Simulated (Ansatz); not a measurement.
Data:

Hf$_{2}$Au:
```
CELL_PARAMETERS angstrom
     -1.60486     1.60486     5.77500
      1.60486    -1.60486     5.77500
      1.60486     1.60486    -5.77500
ATOMIC_POSITIONS crystal
  Hf 0.33805 0.33805 0.00000
  Hf 0.66195 0.66195 0.00000
  Au 0.00000 0.00000 0.00000
```

This is the PBEsol-relaxed structure.

Problem. All from plane-wave PAW PBEsol (Ansatz code), unless another level is named. Estimate the density of states at the Fermi level.

Solution. 0.39 states/eV per atom (mean over ±0.08 eV).

Problem. Give the formation energy from the elements (no fitted shifts).

Solution. -0.45 eV/atom.

Space group I4/mmm (MoSi2 or CaC2 type). The workflow started from an entry of the Crystallography Open Database (COD). Its standing as an ambient phase is unchecked. The PBEsol relaxation kept the symmetry of its start; its stability against distortions is not shown here. No spin polarisation was allowed. The references are the lowest solids computed at this level, not always the standard phases. Spin–orbit coupling is left out wherever it is not named.

Potentials: the later of the program's two PAW sets.
